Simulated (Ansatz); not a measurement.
TaN:
```
TaN
1.0
    2.90657     0.00000     0.00000
   -1.45329     2.51717     0.00000
    0.00000     0.00000     2.85151
Ta N
1 1
Direct
  0.00000   0.00000   0.50000
  0.66667   0.33333   0.00000
```

Relaxed with LDA. Special points in fractions of this cell's reciprocal vectors: Γ (0.000, 0.000, 0.000); M (0.500, 0.000, 0.000); K (0.333, 0.333, 0.000); A (0.000, 0.000, 0.500); L (0.500, 0.000, 0.500); H (0.333, 0.333, 0.500).

Problem. List the band energies nearest the Fermi level at these points for LDA in the plane-wave PAW code Ansatz.

Solution. In eV from the Fermi level; about four levels below and three above (degenerate sets whole), none deeper than 8.9 eV; … stands for higher levels left out; points with the same levels are listed once.

| k | below | above |
|---|---|---|
| Γ | -4.70 -4.70 -4.35 -2.94 | 2.54 3.71 3.71 |
| M | -8.44 -5.35 -3.61 -3.21 | 3.09 4.21 5.35 |
| K | -7.74 -5.79 -5.32 | 0.14 1.04 1.61 |
| A | -3.86 -3.86 -0.12 -0.12 | 2.51 … |
| L | -7.49 -6.27 -5.88 -0.23 | 4.40 5.59 6.36 |
| H | -8.51 -6.65 -3.87 -0.31 | 4.75 5.27 6.99 |

Space group P-6m2. The first step of the workflow began from a Materials Project structure, measured or hypothetical; the Crystallography Open Database files this formula in space group No. 187, but the cells were not matched. It is not the phase usual at ambient conditions (space group No. 189). The LDA relaxation kept the symmetry of its start; whether a distortion lowers the energy is not shown. The run is not spin-polarised. A small band overlap can be real or an error of a semilocal functional. The Fermi level of a semimetal is unsure by some 0.05 eV on such meshes. Spin–orbit coupling is left out wherever it is not named.

Potentials: the earlier of the program's two PAW sets. The files were generated under PBE; for other functionals the program regenerates the frozen cores, and for LDA and PBEsol the local potential too.
